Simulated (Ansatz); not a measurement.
Given:

SnCl2:
```cif
data_Cl8Sn4
_chemical_formula_sum 'Sn4 Cl8'
_space_group_name_H-M_alt 'Pnma'
_space_group_IT_number 62
_space_group_name_Hall '-P 2ac 2n'
_cell_length_a 7.47629
_cell_length_b 4.28566
_cell_length_c 8.93643
_cell_angle_alpha 90.000
_cell_angle_beta 90.000
_cell_angle_gamma 90.000
loop_
_atom_site_label
_atom_site_type_symbol
_atom_site_symmetry_multiplicity
_atom_site_Wyckoff_symbol
_atom_site_fract_x
_atom_site_fract_y
_atom_site_fract_z
_atom_site_occupancy
Sn1 Sn 4 c 0.23409 0.25000 0.41523 1
Cl1 Cl 4 c 0.02090 0.25000 0.65705 1
Cl2 Cl 4 c 0.14164 0.25000 0.07802 1
```

This is the LDA-relaxed structure.

Q: All from LDA in the plane-wave PAW code Ansatz, unless another level is named. Predict the hole effective mass.

A: 0.74, 1.1, 1.7 mₑ (principal values).

Q: What about the electron effective mass?

A: 0.45, 0.66, 0.99 mₑ (principal values).

Q: Next, the weight of the valence-edge state by species (Voronoi cells)?

A: Cl 65 %, Sn 35 %.

Q: Predict the weight of the conduction-edge state by species (Voronoi cells).

A: Sn 54 %, Cl 46 %.

The workflow started from a Materials Project entry (that database holds measured and hypothetical structures alike); the Crystallography Open Database files this formula in space group No. 62, but the cells were not matched. Whether it is the stable phase at ambient conditions was not checked. The LDA relaxation kept the symmetry of its start; phonons on a q-mesh show no instability. A crystal of weakly bound chains computed without a dispersion correction: the cell and the soft elastic constants depend strongly on that. Scalar-relativistic: spin–orbit coupling is off unless named, which matters more the heavier the elements.

Potentials: the later of the program's two PAW sets.

Edges and masses are those of Kohn–Sham bands, whose gap is no quasiparticle gap.
